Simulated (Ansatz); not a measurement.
# FeGe2: computed property card

FeGe2:
```yaml
crystal:
  lattice:
    - [4.71371, 0.00000, 0.00000]
    - [-2.35685, 4.08219, 0.00000]
    - [0.00000, 0.00000, 6.87010]
  atoms:
    - { symbol: Fe, position: [0.50000, 0.00000, 0.00000] }
    - { symbol: Fe, position: [0.50000, 0.50000, 0.33333] }
    - { symbol: Fe, position: [0.00000, 0.50000, 0.66667] }
    - { symbol: Ge, position: [0.16861, 0.33721, 0.00000] }
    - { symbol: Ge, position: [0.83139, 0.16861, 0.33333] }
    - { symbol: Ge, position: [0.66279, 0.83139, 0.66667] }
    - { symbol: Ge, position: [0.83139, 0.66279, 0.00000] }
    - { symbol: Ge, position: [0.16861, 0.83139, 0.33333] }
    - { symbol: Ge, position: [0.33721, 0.16861, 0.66667] }
```
The run is spin-polarised; directions of the spins, atom by atom: ↑ ↑ ↑ 0 0 0 0 0 0.

Space group P6_222 (No. 180); conventional cell a = b = 4.7137 Å, c = 6.8701 Å, α = β = 90.00°, γ = 120.00°.

Method: plane-wave PAW PBE (Ansatz code). The cell and atoms are relaxed at this level. Other levels are named where they apply.

**Cell and energy**

- Volume per atom: 14.69 Å³
- Density: 7.58 g/cm³
- Formation energy from the elements (no fitted shifts): 189 meV/atom

**Electronic structure**

Electronic character: metallic (no gap)
Density of states at the Fermi level: 0.24 states/eV per atom (mean over ±0.08 eV)

**Magnetism**

Magnetic order: ferromagnetic
Net moment: 0.67 μB per atom

**Mechanics**

- Bulk modulus (Birch–Murnaghan fit) = 1080 kbar
- Pressure derivative B′ = 4.8

The cell is a constructed one: a structure type filled with these elements; neither database checked (COD, Materials Project) lists it. Its standing as an ambient phase is unchecked. Symmetry was held in the PBE relaxation; its stability against distortions is not shown here. The final state is ferromagnetic, chosen from 4 collinear starts compared on coarse meshes (ties went to the first, and starts can fall back to one state), not a proven ground state. The references are the lowest solids computed at this level, not always the standard phases. Spin–orbit coupling is left out wherever it is not named.

Potentials: the later of the program's two PAW sets.
